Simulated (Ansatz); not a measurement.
An Ansatz input:

```yaml
crystal:
  lattice:
    - [2.4489174545, 0.0, 0.0]
    - [-1.2244587272, 2.1208247273, 0.0]
    - [0.0, 0.0, 8.5889280305]
  atoms:
    - { symbol: Cr, position: [1.0, 1.0, 1.0] }
    - { symbol: Cr, position: [0.0, 0.0, 0.5] }
    - { symbol: Cr, position: [0.3333333333, 0.6666666667, 0.25] }
    - { symbol: Cr, position: [0.6666666667, 0.3333333333, 0.75] }
hamiltonian:
  xc: lda
  pseudopotentials:
    kind: paw
    azcp:
      Cr: "pseudopotentials/Cr.paw.azcp"
basis:
  ecutwfc: 420
  fft_grid_basis: typed
kpoints:
  mp_grid: { grid: [19, 19, 5], shift: [0, 0, 0] }
magnetization:
  spin_polarized: false
scf:
  occupations: { method: fermi_dirac, width: 0.1 }
output:
  write_density: true
  write_potential: true
  elf: true
  volumetric_format: npy
```

and its output:

```
Warning: the record states the generating functional pbe (its physics header spells it `PBE`), which answers neither for hamiltonian.xc's functional nor for the lda family's — results may be inconsistent (PPs are generated against a specific XC)
Engine: ansatz 0.2.0, x86_64-unknown-linux-gnu
Pseudopotentials: kind: paw
Pseudopotential: Cr, paw, valence charge 14, recommended cutoff 420 eV (normal) 
Functional definition: SPW92
  exchange = slater_x
  correlation = pw_c
Crystal: 4 atoms, lattice volume = 44.609 Å³
Basis set: ecut = 420 eV, 839 PW (Γ)
Bands: 34, of which v1, the nominal top of the filled ones, is band 28 counted from 1 (27 counted from 0)
Symmetry: 24 space group operations
Space group: P63/mmc (ITA 194), of the structure as read, at distance tolerance 3.5e-5 Å
k-points: 120 of 1805
Non-local potential: Cr, projectors of the file, l = 0: 3, l = 1: 2, l = 2: 3, l = 3: 1
PAW form: soft (Blöchl's): semilocal exchange-correlation on the pseudo side does not see the compensation charge
PAW frozen core: Cr, regenerated for the run's functional, and the local potential with it (the file was generated under x = pbe(κ = 0.804, μ = 0.2195149727645171), c = pbe(β = 0.06672455060314922))
PAW one-centre angular grid: Cr, 590 points (default); XC on 64 Gauss nodes
Initial density: superposition of atomic densities (neutral atoms: chi_scale 0, normalization atom), corrected by the library's trained network
Initial wavefunctions: pseudopotential atomic-orbital guess
Functional: x = slater, c = lda
SCF iter   1: F=—  HF=-13290.717615 eV  |F-HF|=—  |Δ(HF+E_count)|=         —  Δρ=8.84e-3  dr2=1.69e-2  ethr=1.77e-3  ⟨swp⟩=3.2  Hψ=11677  notcnv=0
SCF iter   2: F=—  HF=-13290.715846 eV  |F-HF|=—  |Δ(HF+E_count)|=   1.77e-3  Δρ=5.27e-3  dr2=7.66e-3  ethr=3.03e-5  ⟨swp⟩=1.4  Hψ=5124  notcnv=0
SCF iter   3: F=—  HF=-13290.715036 eV  |F-HF|=—  |Δ(HF+E_count)|=   8.10e-4  Δρ=9.38e-4  dr2=2.18e-4  ethr=1.37e-5  ⟨swp⟩=2.0  Hψ=5179  notcnv=0
SCF iter   4: F=—  HF=-13290.714989 eV  |F-HF|=—  |Δ(HF+E_count)|=   4.69e-5  Δρ=3.58e-4  dr2=4.33e-5  ethr=3.89e-7  ⟨swp⟩=2.1  Hψ=7399  notcnv=0
SCF iter   5: F=—  HF=-13290.714958 eV  |F-HF|=—  |Δ(HF+E_count)|=   3.15e-5  Δρ=7.18e-5  dr2=1.62e-6  ethr=7.74e-8  ⟨swp⟩=2.1  Hψ=5878  notcnv=0
SCF iter   6: F=-13290.714957 eV  HF=-13290.714957 eV  |F-HF|=6.26e-8  |Δ(HF+E_count)|=   5.45e-7  Δρ=1.65e-5  dr2=7.68e-8  ethr=1.79e-10  ⟨swp⟩=1.3  Hψ=12405  notcnv=0
SCF 1 converged in 6 iterations: F = -13290.714957 eV  dr2 = 7.68e-8
SCF converged after 6 iterations
Free energy (F): -13290.714957 eV
Harris-Foulkes:  -13290.714957 eV  (|F-HF|=6.26e-8)
Internal energy: -13290.508953 eV  (E = F + TS)
E sigma→0 (E₀):  -13290.611955 eV
Entropy (-TS):   -0.206004 eV (-51.501 meV/atom)
Fermi energy:    19.681318 eV
--- Per-component energies (eV) ---
  E_band       = -533.616574
  E_kinetic    = 1382.102602
  E_local      = -4618.996354  (includes V_loc(G=0)·N_el)
  E_nonlocal   = 337.366621
  E_hartree    = 2023.941074
  E_xc         = -558.301755
  E_vxc        = -716.228837  (∫ρ·V_xc dr)
  E_paw        = -4566.488543  (= ΣΔE_a)
  E_vpaw       = -965.727902  (= ΣTr[D̂ρ^β])
  E_aug_tail   = 0.001417  (compensation charges beyond the density's cutoff)
  E_ewald      = -7291.594513
  E_core_change = 1.460499  (= ΣΔE_core)
  E_smearing   = -0.206004  (= −TS)
  E_closure    = -0.000000  (closes the sum)
  Σ components = -13290.714957   (vs F -13290.714957, Δ=0.00e0)
--- Band table (eV; the first three rows and the last of 120) ---
  k-point 0: bands = ["-51.2083", "-51.1284", "-51.1117", "-51.0306", "-23.2825", "-22.8440", "-22.8357", "-22.3813", "-22.2772", "-22.2772", "-22.2411", "-22.2411", "-22.2212", "-22.2212", "-22.1848", "-22.1848", "11.9551", "14.0262", "14.0306", "15.4209", "18.0666", "18.0881", "18.5363", "19.1615", "19.1615", "19.2639", "19.2639", "19.4545", "19.4545", "19.5788", "19.5788", "19.8275", "20.8799", "20.8799"]
  k-point 1: bands = ["-51.2040", "-51.1486", "-51.0914", "-51.0349", "-23.2611", "-22.9783", "-22.6999", "-22.4042", "-22.2750", "-22.2750", "-22.2483", "-22.2483", "-22.2140", "-22.2140", "-22.1870", "-22.1870", "12.0529", "13.3806", "14.6321", "15.3983", "18.1335", "18.1847", "18.5004", "19.1786", "19.1786", "19.2723", "19.2723", "19.4419", "19.4419", "19.5536", "19.5536", "19.6050", "20.9184", "20.9184"]
  k-point 2: bands = ["-51.1917", "-51.1725", "-51.0672", "-51.0476", "-23.1991", "-23.1018", "-22.5724", "-22.4702", "-22.2688", "-22.2688", "-22.2594", "-22.2594", "-22.2028", "-22.2028", "-22.1932", "-22.1932", "12.3396", "12.7953", "15.0710", "15.3053", "18.2649", "18.4012", "18.5322", "19.0791", "19.2230", "19.2230", "19.2676", "19.2676", "19.4422", "19.4422", "19.4939", "19.4939", "21.0186", "21.0186"]
  k-point 119: bands = ["-50.9034", "-50.9029", "-50.8847", "-50.8842", "-23.0693", "-23.0597", "-23.0313", "-22.9989", "-22.9217", "-22.9009", "-22.8631", "-22.8377", "-22.6070", "-22.5816", "-22.5608", "-22.5469", "16.6552", "16.6705", "17.1842", "17.2688", "17.3479", "17.4243", "17.4569", "17.4989", "18.4819", "18.5199", "18.5451", "18.6228", "19.9578", "20.0011", "20.6677", "20.7279", "21.8186", "21.9715"]
```
